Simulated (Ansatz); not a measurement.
Al₂Os (cubic Laves (MgCu2 type), Fd-3m), plane-wave PAW PBEsol (Ansatz code), all energies at zero smearing, with the estimated change up to a 700 eV cutoff added, with one set of potentials and settings (totals compare only within such a set). Cell of 6 atoms (4 Al, 2 Os): -24601.369 eV.

```csv
element,reference phase,E (eV/atom)
Al,"Fm-3m, 1 atoms in the cell",-524.5512
Os,"P6_3/mmc, 2 atoms in the cell",-11252.3295
```

Formation energy per atom, worked out: (-24601.369 − 4×(-524.5512) − 2×(-11252.3295))/6 = 0.249 eV/atom (24 kJ per mol of atoms), at 0 K, without zero-point energy or fitted corrections.

The cell is a constructed one: a structure type filled with these elements; neither database checked (COD, Materials Project) lists it. Whether it is the stable phase at ambient conditions was not checked. The cell was relaxed with PBEsol under the symmetry of its start; whether a distortion lowers the energy is not shown. The run is not spin-polarised. The references are the lowest solids computed at this level, not always the standard phases. Spin–orbit coupling is left out wherever it is not named.

Potentials: the earlier of the program's two PAW sets. The files were generated under PBE; for other functionals the program regenerates the frozen cores, and for LDA and PBEsol the local potential too.
